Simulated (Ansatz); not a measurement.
Y3GeS2:
```xyz
6
Lattice="4.0268 0.0000 0.0000 -2.0134 3.4873 0.0000 0.0000 0.0000 9.7537" Properties=species:S:1:pos:R:3 pbc="T T T"
Y      0.0000     2.3249     1.6013
Y      2.0134     1.1624     8.1524
Y      0.0000     0.0000     4.8768
Ge     0.0000     0.0000     0.0000
S      0.0000     2.3249     6.4253
S      2.0134     1.1624     3.3284
```

Relaxed with r²SCAN. Special points in fractions of this cell's reciprocal vectors: Γ (0.000, 0.000, 0.000); M (0.500, 0.000, 0.000); K (0.333, 0.333, 0.000); A (0.000, 0.000, 0.500); L (0.500, 0.000, 0.500); H (0.333, 0.333, 0.500).

Q: List the band energies nearest the Fermi level at these points for plane-wave PAW r²SCAN (Ansatz code).

A: In eV from the Fermi level; about four levels below and three above (degenerate sets whole), none deeper than 8.9 eV; points with the same levels are listed once.

| k | below | above |
|---|---|---|
| Γ | -4.09 -4.09 -1.44 -0.19 -0.19 | 0.44 0.44 0.59 |
| M | -2.53 -1.49 -1.35 -0.60 | 1.44 1.84 2.41 |
| K | -4.97 -4.97 -2.16 -2.16 -1.45 | 0.79 1.27 1.27 |
| A | -4.03 -4.03 -2.14 -0.54 -0.54 | 0.63 0.63 0.63 |
| L | -1.84 -0.64 -0.11 -0.11 | 2.68 2.71 2.80 |
| H | -4.95 -4.95 -2.20 -2.20 -1.50 | 1.35 1.44 1.44 |

Space group P-3m1. The first step of the workflow began from a Materials Project structure, measured or hypothetical; the Crystallography Open Database copy checked does not list it. Whether it is the stable phase at ambient conditions was not checked. The cell was relaxed with r²SCAN under the symmetry of its start; its stability against distortions is not shown here. The run is not spin-polarised. With an odd number of electrons in the cell and no spin polarisation, the count alone makes it a metal. Spin–orbit coupling is left out wherever it is not named.

Potentials: the later of the program's two PAW sets.
